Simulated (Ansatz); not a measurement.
## Equation of state of LaMg

A database entry relaxed whole under r2SCAN (Pm-3m):

```
CELL_PARAMETERS angstrom
3.98678 0.00000 0.00000
0.00000 3.98678 0.00000
0.00000 0.00000 3.98678
ATOMIC_POSITIONS crystal
La 0.50000 0.50000 0.50000
Mg 0.00000 0.00000 0.00000
```

The cell was scaled uniformly, its shape held, and the atoms relaxed at each volume with plane-wave PAW DFT (Ansatz 0.2.0; r2SCAN, 500 eV, 9×9×9 Γ-centred mesh, fermi-dirac occupations of width 0.100 eV; no spin, no spin-orbit coupling). One row is withheld.

```json
{"volume (Å³/atom)": "29.783", "energy over the lowest (meV/atom)": "11.5", "pressure (GPa)": "2.26"}
{"volume (Å³/atom)": "30.417", "energy over the lowest (meV/atom)": "?", "pressure (GPa)": "?"}
{"volume (Å³/atom)": "31.050", "energy over the lowest (meV/atom)": "0.8", "pressure (GPa)": "0.66"}
{"volume (Å³/atom)": "31.684", "energy over the lowest (meV/atom)": "0.0", "pressure (GPa)": "-0.04"}
{"volume (Å³/atom)": "32.318", "energy over the lowest (meV/atom)": "1.8", "pressure (GPa)": "-0.68"}
{"volume (Å³/atom)": "32.951", "energy over the lowest (meV/atom)": "6.1", "pressure (GPa)": "-1.28"}
{"volume (Å³/atom)": "33.585", "energy over the lowest (meV/atom)": "12.6", "pressure (GPa)": "-1.82"}
```

Question: Fit the pressures of the other rows to the third-order Birch-Murnaghan form.

Answer: With f = [(V₀/V)^(2/3) − 1]/2 and P = 3B₀f(1 + 2f)^(5/2)[1 + 3(B₀′ − 4)f/2], least squares gives V₀ = 31.65 Å³ an atom, B₀ = 33.7 GPa and B₀′ = 3.3; the rows miss the fit by less than 0.01 GPa. The slope of the energies differs from these pressures by 0.09 GPa, since they are taken to zero smearing while pressures follow the free energy.

Question: What does the withheld row hold?

Answer: The fit gives 1.42 GPa at 30.417 Å³; the run gave 1.42 GPa and 4.6 meV an atom.

Caveats: the shape of the cell was held; 0 K, fixed nuclei; the symmetry was kept, and this need not be the phase that is stable at 0 K; one mesh for all volumes; pressure is positive in compression.
